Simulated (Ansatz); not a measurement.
The calculation used DFT PBE, scalar-relativistic, plane waves, PAW in Ansatz 0.2.0. All cells share a 420 eV cutoff and Γ-centred k meshes spaced at most about 0.3 Å⁻¹ (about 0.25 or finer for metals, 2π included). Collinear spin in cells that started with moments and kept them past the coarse steps, no spin elsewhere.

Temperature and zero-point effects are left out. All come from trial cells, and lower structures may exist.

**Question.** These unrelaxed guesses for Cu₅Mo are each relaxed within their symmetry. Order them by the energy at which they end, lowest first.
A.

```
Cu Mo
1.0
     4.27414    0.00000    0.00000
    -2.13707    3.70151    0.00000
     0.00000    0.00000    6.23393
Cu Mo
5 1
Direct
  0.33333 0.66667 0.28832
  0.33333 0.66667 0.71168
  0.66667 0.33333 0.71168
  0.66667 0.33333 0.28832
  0.00000 0.00000 0.00000
  0.00000 0.00000 0.50000
```

B.

```
Cu Mo
1.0
     5.00466    0.00000    0.00000
    -2.50233    4.33416    0.00000
     0.00000    0.00000    4.10912
Cu Mo
5 1
Direct
  0.50000 0.00000 0.50000
  0.50000 0.50000 0.50000
  0.00000 0.50000 0.50000
  0.33333 0.66667 0.00000
  0.66667 0.33333 0.00000
  0.00000 0.00000 0.00000
```

C.

```
Cu Mo
1.0
     0.00000    3.37220    3.37220
     3.37220    0.00000    3.37220
     3.37220    3.37220    0.00000
Cu Mo
5 1
Direct
  0.25000 0.25000 0.25000
  0.12831 0.62390 0.62390
  0.62390 0.62390 0.62390
  0.62390 0.62390 0.12831
  0.62390 0.12831 0.62390
  0.00000 0.00000 0.00000
```

**Answer.** A (ends in P6/mmm, 0 meV/atom), C (ends in F-43m, 40 meV/atom), B (ends in P6/mmm, CaCu5 type, 134 meV/atom). Even the lowest end lies +0.28 eV/atom against the elements.

A magnetic state wasn't ruled out in cells without spin, among them P6/mmm at 12.8 Å³/atom. Another magnetic order may lie lower. Cells relaxed within their symmetry can be saddle points. Some structure types and database cells were kept out of the candidates from the start, so a known form may be missing.
